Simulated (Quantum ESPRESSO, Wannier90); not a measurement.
**AlCo (CsCl type): Wannier90 run**

Cell from Materials Project (mp-284), symmetrised, no further relaxation. Not found in the COD (Crystallography Open Database) copy used; not checked further. Method: PBE plane waves in Quantum ESPRESSO 7.5 (PseudoDojo norm-conserving files, 77 Ry, no spin polarisation, no spin-orbit coupling), Bloch states on a 12×12×12 mesh through Γ, Wannier90 4.0.1. Density: 14×14×14 mesh, cold smearing 0.01 Ry. A non-magnetic state is assumed; magnetic ones were not tried.

On the energy scale of pw.x, whose zero is arbitrary, the Fermi level lies at 15.28 eV.

Input w.win:

```
num_bands = 1
num_wann = 1
exclude_bands = 2-26
num_iter = 1000
conv_tol = 1.0e-6
conv_window = 4
write_hr = true
write_u_matrices = true
auto_projections = true
begin unit_cell_cart
ang
    2.8194000000    0.0000000000    0.0000000000
    0.0000000000    2.8194000000    0.0000000000
    0.0000000000    0.0000000000    2.8194000000
end unit_cell_cart
begin atoms_frac
Al   0.0000000000  0.0000000000  0.0000000000
Co   0.5000000000  0.5000000000  0.5000000000
end atoms_frac
mp_grid = 12 12 12
begin kpoints
0.0000000000 0.0000000000 0.0000000000
0.0000000000 0.0000000000 0.0833333333
0.0000000000 0.0000000000 0.1666666667
... (1725 more lines: the 12x12x12 mesh through Gamma)
end kpoints
```

Input of pw2wannier90.x that gives the overlap and projection files (equivalent; here they were cut from one run over all bands):

```
&inputpp
  outdir = './out'
  prefix = 'pwscf'
  seedname = 'w'
  write_amn = .true.
  write_mmn = .true.
  atom_proj = .true.
  atom_proj_exclude = 1 2 3 4 6 7 8 9 10 11 12 13 14
/
```

Output w.wout (banner and timings cut):

```
                                    ------
                                    SYSTEM
                                    ------

                              Lattice Vectors (Ang)
                    a_1     2.819400   0.000000   0.000000
                    a_2     0.000000   2.819400   0.000000
                    a_3     0.000000   0.000000   2.819400

                   Unit Cell Volume:      22.41146  (Ang^3)

                        Reciprocal-Space Vectors (Ang^-1)
                    b_1     2.228554   0.000000   0.000000
                    b_2     0.000000   2.228554   0.000000
                    b_3     0.000000   0.000000   2.228554

 *----------------------------------------------------------------------------*
 |   Site       Fractional Coordinate          Cartesian Coordinate (Ang)     |
 +----------------------------------------------------------------------------+
 | al   1   0.00000   0.00000   0.00000   |    0.00000   0.00000   0.00000    |
 | co   1   0.50000   0.50000   0.50000   |    1.40970   1.40970   1.40970    |
 *----------------------------------------------------------------------------*
                                ------------
                                K-POINT GRID
                                ------------

             Grid size = 12 x 12 x 12      Total points = 1728

 *---------------------------------- MAIN ------------------------------------*
 |  Number of Wannier Functions               :                 1             |
 |  Number of Objective Wannier Functions     :                 1             |
 |  Number of input Bloch states              :                 1             |
 |  Output verbosity (1=low, 5=high)          :                 1             |
 |  Timing Level (1=low, 5=high)              :                 1             |
 |  Optimisation (0=memory, 3=speed)          :                 3             |
 |  Length Unit                               :               Ang             |
 |  Post-processing setup (write *.nnkp)      :                 F             |
 |  Using Gamma-only branch of algorithms     :                 F             |
 *----------------------------------------------------------------------------*
 *------------------------------- WANNIERISE ---------------------------------*
 |  Total number of iterations                :              1000             |
 |  Number of CG steps before reset           :                 5             |
 |  Trial step length for line search         :             2.000             |
 |  Convergence tolerence                     :         0.100E-05             |
 |  Convergence window                        :                 4             |
 |  Iterations between writing output         :                 1             |
 |  Iterations between backing up to disk     :               100             |
 |  Write r^2_nm to file                      :                 F             |
 |  Write xyz WF centres to file              :                 F             |
 |  Write on-site energies <0n|H|0n> to file  :                 F             |
 |  Use guiding centre to control phases      :                 F             |
 |  Use phases for initial projections        :                 F             |
 *----------------------------------------------------------------------------*
 *-------------------------------- PLOTTING ----------------------------------*
 |  Plotting Hamiltonian in WF basis          :                 T             |
 *----------------------------------------------------------------------------*

       ... (k-mesh section left out)

 Starting a new Wannier90 calculation ...

 Reading overlaps from w.mmn

 Reading projections from w.amn

 *------------------------------- WANNIERISE ---------------------------------*
 +--------------------------------------------------------------------+<-- CONV
 | Iter  Delta Spread     RMS Gradient      Spread (Ang^2)            |<-- CONV
 +--------------------------------------------------------------------+<-- CONV

 ------------------------------------------------------------------------------
 Initial State
  WF centre and spread    1  (  1.409700,  1.409700,  1.409700 )     0.18723558
  Sum of centres and spreads (  1.409700,  1.409700,  1.409700 )     0.18723558

      0     0.187E+00     0.0000000000        0.1872355859  <-- CONV
        O_D=      0.0000000 O_OD=      0.0000000 O_TOT=      0.1872356 <-- SPRD
 ------------------------------------------------------------------------------
      1     0.000E+00     0.0000000000        0.1872355859  <-- CONV
        O_D=      0.0000000 O_OD=      0.0000000 O_TOT=      0.1872356 <-- SPRD
      2     0.000E+00     0.0000000000        0.1872355859  <-- CONV
        O_D=      0.0000000 O_OD=      0.0000000 O_TOT=      0.1872356 <-- SPRD
      3     0.000E+00     0.0000000000        0.1872355859  <-- CONV
        O_D=      0.0000000 O_OD=      0.0000000 O_TOT=      0.1872356 <-- SPRD
      4     0.000E+00     0.0000000000        0.1872355859  <-- CONV
        O_D=      0.0000000 O_OD=      0.0000000 O_TOT=      0.1872356 <-- SPRD
             <<<     Delta < 1.000E-06  over  4 iterations     >>>
             <<< Wannierisation convergence criteria satisfied >>>
 Final State
  WF centre and spread    1  (  1.409700,  1.409700,  1.409700 )     0.18723558
  Sum of centres and spreads (  1.409700,  1.409700,  1.409700 )     0.18723558

         Spreads (Ang^2)       Omega I      =     0.187235586
        ================       Omega D      =     0.000000000
                               Omega OD     =     0.000000000
    Final Spread (Ang^2)       Omega Total  =     0.187235586
```
